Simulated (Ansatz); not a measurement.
A crystal relaxed with r2SCAN in the plane-wave code Ansatz has space group Cm (No. 8) and a = 12.218 Å, b = 3.698 Å, c = 6.393 Å, β = 100.4°.

```tsv
atom	site	x	y	z
N	2a	0.0011	0.0000	0.9983
Xx	2a	0.4985	0.0000	0.5004
Xx	2a	0.2537	0.0000	0.7639
Xx	2a	0.2463	0.5000	0.2337
Ga	2a	0.0517	0.5000	0.1517
Ga	2a	0.0570	0.0000	0.7223
Ga	2a	0.3372	0.5000	0.9430
Ga	2a	0.3045	0.0000	0.4368
```

The r2SCAN gap is direct at Γ: 0.25 eV. PBE gives an indirect gap of 0.01 eV, from Y₂–Γ (0.90 of the way from Y₂) to Γ; the least direct gap is 0.03 eV at Γ. (With 0.02 eV of smearing so small a gap leaves both edges partly filled, and it could close between the points sampled.) Meshes: r2SCAN 8×8×4, PBE 8×8×4.

Question: Which element is Xx?
A. Bi
B. P
C. Sb
D. As

Answer: B. Xx is P: an ordered 8-atom cell of Ga4P3N on the zincblende lattice (Cm). Around N lie 4 Ga at 1.97–2.13 Å; around P lie 4 Ga at 2.33–2.43 Å; around P lie 4 Ga at 2.29–2.37 Å; around P lie 4 Ga at 2.30–2.34 Å; around Ga lie 2 N at 2.13 Å and 2 P at 2.34–2.43 Å; around Ga lie 1 N at 2.00 Å and 3 P at 2.36–2.37 Å; around Ga lie 1 N at 1.97 Å and 3 P at 2.31–2.33 Å; around Ga lie 4 P at 2.29–2.33 Å.

No spin polarisation. The prototype was imposed, so other structures may be more stable.
